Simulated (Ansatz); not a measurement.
Li$_{2}$Pt:
```yaml
crystal:
  lattice:
    - [4.14657, 0.00000, 0.00000]
    - [-2.07329, 3.59104, 0.00000]
    - [0.00000, 0.00000, 2.67409]
  atoms:
    - { symbol: Pt, position: [0.00000, 0.00000, 0.00000] }
    - { symbol: Li, position: [0.33333, 0.66667, 0.50000] }
    - { symbol: Li, position: [0.66667, 0.33333, 0.50000] }
```

Relaxed with r²SCAN.

Task: Give the Bader charges and basin volumes of the independent atoms, plane-wave PAW r²SCAN (Ansatz code).

Result: 

```csv
atom,Bader charge (e),Bader volume (Å³)
Pt1,-1.70,33.2
Li2,+0.85,3.3
```

Space group P6/mmm. The workflow started from an entry of the Crystallography Open Database (COD). Whether it is the stable phase at ambient conditions was not checked. The cell was relaxed with r²SCAN under the symmetry of its start; whether a distortion lowers the energy is not shown. The run is not spin-polarised. Spin–orbit coupling is left out wherever it is not named.

Potentials: the later of the program's two PAW sets.
